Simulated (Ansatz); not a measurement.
**Field gradients at the nuclei in CrH10S2N4O8 with one atom moved**

The cell is a structure deposited in the COD, relaxed with r2SCAN at fixed cell and then changed (atom 5 (H) moved by 0.15 Å).

```
Cr H S N O
1.0
     5.45680    0.00000    0.00000
    -0.75468    5.65910    0.00000
    -1.69540   -0.46019    7.05064
Cr H S N O
1 10 2 4 8
Cartesian
  0.0000 0.0000 0.0000
  3.8493 3.8975 1.8014
  -0.8426 1.3014 5.2492
  -0.8377 5.1054 2.5758
  3.8444 0.0936 4.6249
  1.1956 4.2684 2.0280
  1.8111 0.9305 5.0226
  0.2841 3.1843 2.9366
  2.7227 2.0146 4.1141
  0.4694 2.9701 1.2574
  2.5373 2.2289 5.7932
  2.8249 1.2355 1.5005
  0.1818 3.9634 5.5501
  -0.7858 4.5111 1.7471
  3.7925 0.6878 5.3036
  0.3609 3.6517 2.0131
  2.6458 1.5472 5.0376
  4.0344 1.3722 0.6234
  -1.0277 3.8267 6.4273
  1.5829 1.2404 0.6629
  1.4238 3.9585 6.3877
  2.7846 2.4249 2.3788
  0.2221 2.7741 4.6719
  2.9251 0.0115 2.3134
  0.0816 5.1875 4.7372
```

Atom numbers follow the list; atoms alike are taken as one site, whose name carries the number of the first.

Computed with Ansatz: DFT, r2SCAN, plane waves and PAW, scalar-relativistic, 500 eV cutoff, Γ-centred 4×4×3 k-points, Fermi–Dirac smearing 0.02 eV.

V_zz is the principal component of the electric field gradient with the largest magnitude, η = (V_xx − V_yy)/V_zz and C_Q = eQV_zz/h.

Cr-53: I = 3/2, Q = -150.0 mb; H-2: I = 1, Q = 2.858 mb; ³³S: I = 3/2, Q = -69.40 mb; ¹⁴N: I = 1, Q = 20.44 mb; ¹⁷O: I = 5/2, Q = -25.58 mb. Q values from Pyykkö, Mol. Phys. 116, 1328 (2018).

```tsv
site	atoms (order as listed)	first shell	V_zz (10²¹ V/m²)	η	C_Q (MHz)
Cr	1	4 O at 2.07–2.12 Å, 2 N at 2.09 Å	-16.59	0.64	60.2
H2	2	1 N at 1.03 Å; also 1 O at 1.91 Å, 1 N at 2.00 Å	2.91	0.14	0.201
H3	3	1 N at 1.03 Å; also 1 O at 1.91 Å, 1 N at 2.00 Å	2.90	0.16	0.201
H4	4	1 N at 1.02 Å; also 1 N at 1.97 Å	3.32	0.11	0.229
H5	5	1 N at 0.90 Å; also 1 N at 1.93 Å	7.24	0.08	0.501
H6	6	1 N at 1.04 Å; also 1 O at 1.73 Å, 1 N at 2.02 Å	2.45	0.06	0.169
H7	7	1 N at 1.04 Å; also 1 O at 1.73 Å, 1 N at 2.02 Å	2.46	0.06	0.170
H8	8	1 N at 1.04 Å; also 1 O at 1.78 Å, 1 N at 2.08 Å	2.49	0.07	0.172
H9	9	1 N at 1.04 Å; also 1 O at 1.78 Å, 1 N at 2.08 Å	2.48	0.07	0.172
H10	10	1 N at 1.02 Å; also 1 N at 2.05 Å, 1 O at 2.14 Å	3.05	0.07	0.210
H11	11	1 N at 1.02 Å; also 1 N at 2.05 Å, 1 O at 2.14 Å	3.04	0.07	0.210
S12	12	4 O at 1.47–1.50 Å	-1.15	0.40	1.93
S13	13	4 O at 1.47–1.50 Å	-1.14	0.35	1.90
N14	14	2 H at 1.02–1.03 Å, 1 N at 1.46 Å, 1 Cr at 2.09 Å; also 3 H at 2.02–2.08 Å	10.41	0.84	5.14
N15	15	2 H at 0.90–1.03 Å, 1 N at 1.46 Å, 1 Cr at 2.09 Å; also 3 H at 2.02–2.08 Å	11.10	0.80	5.48
N16	16	3 H at 1.02–1.04 Å, 1 N at 1.46 Å; also 2 H at 1.97–2.00 Å, 1 Cr at 3.05 Å	6.11	0.19	3.02
N17	17	3 H at 1.02–1.04 Å, 1 N at 1.46 Å; also 2 H at 1.93–2.00 Å, 1 Cr at 3.05 Å	6.27	0.18	3.10
O18	18	1 S at 1.50 Å, 1 Cr at 2.07 Å, angle 132°	14.28	0.07	-8.83
O19	19	1 S at 1.50 Å, 1 Cr at 2.07 Å, angle 132°	14.30	0.06	-8.84
O20	20	1 S at 1.50 Å, 1 Cr at 2.12 Å, angle 142°	14.53	0.01	-8.98
O21	21	1 S at 1.50 Å, 1 Cr at 2.12 Å, angle 142°	14.53	0.01	-8.99
O22	22	1 S at 1.48 Å; also 2 H at 1.78–1.91 Å	13.42	0.10	-8.30
O23	23	1 S at 1.48 Å; also 2 H at 1.78–1.91 Å	13.42	0.10	-8.30
O24	24	1 S at 1.47 Å; also 1 H at 1.73 Å	13.20	0.11	-8.17
O25	25	1 S at 1.47 Å; also 1 H at 1.73 Å	13.16	0.12	-8.14
```

The structure holds N–N bonds (1.46 Å). At H2, H3, H4, H5, H6 and H7 and others V_zz points along its bond to N (within 3°) in each case. At O18, O19, O20 and O21 V_zz points along the shorter of its two bonds, to S (within 6°) in each case. At O22, O23, O24 and O25 V_zz points along its bond to S (within 3°) in each case.

The run isn't spin-polarised; if Cr carries unpaired electrons in the real compound, its values differ. The lattice is static: at room temperature NH₃ may turn and average the couplings of its hydrogen. With a gap of 0.3 eV on this mesh, the gradients can still move by some per cent as the k-mesh gets denser. The atoms aren't relaxed after the move (largest force 7.2 eV/Å).

The run took 43 s of wall time (2.8 min of CPU time) and 1.3 GiB at its peak, on 4 threads of AMD EPYC 7R43 64-Core Processor (Zen 3) (x86_64; 48 cores open to the job, memory cap 8.0 GiB, no GPU), a shared host with a load of 0.3 a core.
